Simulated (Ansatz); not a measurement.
Q: Name crystals whose computed values (PBEsol in the plane-wave PAW code Ansatz) fall in these windows: G_Hill (GPa) 40 to 55; Θ_D (K) 290 to 380.

A: 

```json
[
 {"crystal": "GaMo2N, P6_3/mmc (Ga on 2d, Mo on 4f, N on 2a)", "G_Hill (GPa)": "49.6", "Θ_D (K)": "338"},
 {"crystal": "Zn, hcp (Mg type)", "G_Hill (GPa)": "46.2", "Θ_D (K)": "336"},
 {"crystal": "Zr, P6/mmm (Zr on 1a, Zr on 2d)", "G_Hill (GPa)": "44.1", "Θ_D (K)": "301"},
 {"crystal": "GaNi, CsCl type", "G_Hill (GPa)": "47.7", "Θ_D (K)": "339"},
 {"crystal": "Ge, P6_3/mmc (Ge on 4e, Ge on 4f)", "G_Hill (GPa)": "47.1", "Θ_D (K)": "347"}
]
```
Others may fit too.

Typed or built starts, not in the databases checked: GaMo2N, P6_3/mmc (Ga on 2d, Mo on 4f, N on 2a). Not the usual ambient phase: Zr, P6/mmm (Zr on 1a, Zr on 2d); Ge, P6_3/mmc (Ge on 4e, Ge on 4f). Standing as an ambient phase not checked: GaNi, CsCl type. Began spin-polarised and lost the moments: GaMo2N, P6_3/mmc (Ga on 2d, Mo on 4f, N on 2a); GaNi, CsCl type. All cells were relaxed under the symmetry of their starts (and spin orders); stability against distortions was not tested throughout. Rows with no word on spin ran without spin polarisation. Scalar-relativistic: spin–orbit coupling is off unless named, which matters more the heavier the elements.

Potentials: the earlier of the program's two PAW sets.
